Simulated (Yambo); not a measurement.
Yambo run on CdS (zinc blende, space group F-43m, No. 216). The wavefunctions are PBE (pw.x of Quantum ESPRESSO, ONCV potentials, scalar-relativistic) ones on a 4×4×4 mesh (13 occupied bands); a = b = c = 4.1620 Å, α = β = γ = 60.00°.

Yambo input:

```
rim_cut
gw0
dyson
el_el_corr
HF_and_locXC
ppa
em1d
RandQpts= 1000000
RandGvec= 1 Ry
EXXRLvcs= 102 Ry
VXCRLvcs= 408 Ry
Chimod= "HARTREE"
% BndsRnXp
 5 | 42 |
%
NGsBlkXp= 10 Ry
% LongDrXp
 1.0 | 1.0 | 1.0 |
%
PPAPntXp= 27.2114 eV
% GbndRnge
 1 | 42 |
%
GTermKind= "BG"
DysSolver= "n"
ExtendOut
% QPkrange
 1 | 1 | 13 | 14 |
%
```

k points by index: 1 = Γ.

The o-*.qp file then holds:

```
#    K-point    Band    Eo [eV]    E [eV]    E-Eo [eV]    Vxc [eV]    Vnlxc [eV]    Sc|Eo [eV]    Sc|E [eV]    dSc/dw|Eo [eV]    Re(Z)    Im(Z)
#
    1    13    0.000000    -0.613448    -0.613448    -15.21961    -18.20181    2.198151    2.368749    -7.566021    0.782441    -0.001509
    1    14    1.086972    1.541657    0.454685    -10.59504    -6.757292    -3.279088    -3.383060    -6.220858    0.813924    -0.001372
```
(The two width columns are left out.) Convergence of these settings isn't established.

Spin-orbit coupling is not included.

Geometry of the Materials Project entry, not relaxed at this level.
